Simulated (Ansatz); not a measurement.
Calculated ¹⁷O NMR of the central transition for PHPbO4

Cell: a Materials Project structure (computed, not necessarily an observed phase).

Space group P2/c (No. 13); a = 4.7970, b = 6.6660, c = 5.8509 Å, β = 97.06°.

| site | Wyckoff | site symmetry | x | y | z |
| --- | --- | --- | --- | --- | --- |
| H | 2a | -1 | 0.0000 | 0.0000 | 0.5000 |
| P | 2e | 2 | 0.0000 | 0.7113 | 0.2500 |
| Pb | 2f | 2 | 0.5000 | 0.3005 | 0.2500 |
| O7 | 4g | 1 | 0.7579 | 0.5813 | 0.1286 |
| O11 | 4g | 1 | 0.8822 | 0.8467 | 0.4345 |

One atom of each set is listed.

Method: Kohn–Sham DFT in Ansatz, PBE, plane waves and PAW, scalar-relativistic, 420 eV cutoff, Γ-centred 4×3×4 k-points, Fermi–Dirac smearing 0.02 eV.

¹⁷O has I = 5/2 and Q = -25.58 mb (Pyykkö 2018); at 9.4 T its Larmor frequency is ν₀ = 54.3 MHz. Only the quadrupole interaction is simulated: positions count from each site's isotropic chemical shift, and shift anisotropy, dipolar and J coupling are left out.

Task: What does the ¹⁷O spectrum (static powder) show for each site?

Result: 

```tsv
site	first shell	C_Q (MHz)	η	P_Q (MHz)	δ_QIS (ppm)	breadth (kHz)
O7	1 P at 1.55 Å; also 2 Pb at 2.40–2.53 Å	-5.70	0.65	6.09	-75.5	29.7
O11	1 H at 1.21 Å, 1 P at 1.56 Å, angle 121°; also 1 Pb at 2.93 Å	-5.88	0.54	6.16	-77.2	29.6
```

δ_QIS = −(ν_Q²/30ν₀²)[I(I+1) − 3/4](1 + η²/3) × 10⁶ ppm with ν_Q = 3|C_Q|/[2I(2I−1)]; it falls as 1/B₀² in ppm, and the breadth as 1/B₀ in kHz.

At O7 V_zz points along its bond to P (within 3°).
